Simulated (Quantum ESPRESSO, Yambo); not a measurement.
NaCoO2: DFT and GW levels

```xyz
8
Lattice="2.8772 0.0000 0.0000 -1.4386 2.4917 0.0000 0.0000 0.0000 10.3899" Properties=species:S:1:pos:R:3 pbc="T T T"
O      0.0000     1.6611     4.2060
O      1.4386     0.8306     6.1838
O      1.4386     0.8306     9.4010
O      0.0000     1.6611     0.9889
Na     1.4386     0.8306     2.5975
Na     0.0000     1.6611     7.7924
Co     0.0000     0.0000     5.1949
Co     0.0000     0.0000     0.0000
```

The geometry is that of Materials Project entry mp-867515, symmetrised and not relaxed again.

Starting point: PBEsol (pw.x of Quantum ESPRESSO, ONCV potentials, without SOC). G0W0 in Yambo: 6×6×1 Γ-centred k mesh, bands 11 to 161 and a 8 Ry block in the screening, 161 bands in G with the Bruneval-Gonze terminator, plasmon pole fitted at 27.2 eV.

The PBEsol gap along the band path comes out as 0.69 eV and the PBEsol gap between the mesh's edge points ((0, 0.167, 0) → (0, 0.333, 0)) is 0.83 eV. The G0W0 gap between the same points is 1.68 eV, the PBEsol smallest direct gap on the mesh (at (0, 0.167, 0)) comes out as 0.99 eV and the G0W0 direct gap at that point is 1.80 eV. The estimate of the fundamental G0W0 gap (path gap plus the correction; the mesh misses a band edge) is 1.53 eV.

```tsv
k point	band	E PBEsol (eV)	E QP (eV)	shift (eV)	Z
Γ	VB	-0.09	0.06	0.15	0.71
Γ	CB	1.81	2.83	1.03	0.72
(0, 0.167, 0)	VB	0.00	0.16	0.16	0.71
(0, 0.167, 0)	CB	0.99	1.96	0.96	0.73
(0, 0.333, 0)	VB	-0.18	0.00	0.18	0.70
(0, 0.333, 0)	CB	0.83	1.84	1.01	0.72
M	VB	-0.34	-0.15	0.18	0.70
M	CB	1.26	2.31	1.04	0.71
K	VB	-0.25	-0.10	0.16	0.71
K	CB	1.16	2.22	1.06	0.72
```

Energies count from the PBEsol valence-band maximum.

Nearest settings tried, and what they do to the gap: 86 bands in W: -5 meV; 1 Ry block (9 vectors against 215): +3208 meV. Not varied: bands in G, mesh. So the settings aren't converged at that level.

The 3d shell has no Hubbard U; the runs are without spin polarisation, and magnetic order was not tried.

The structure is a Materials Project entry; no match was found in the copy of COD used, and its stability was not checked.
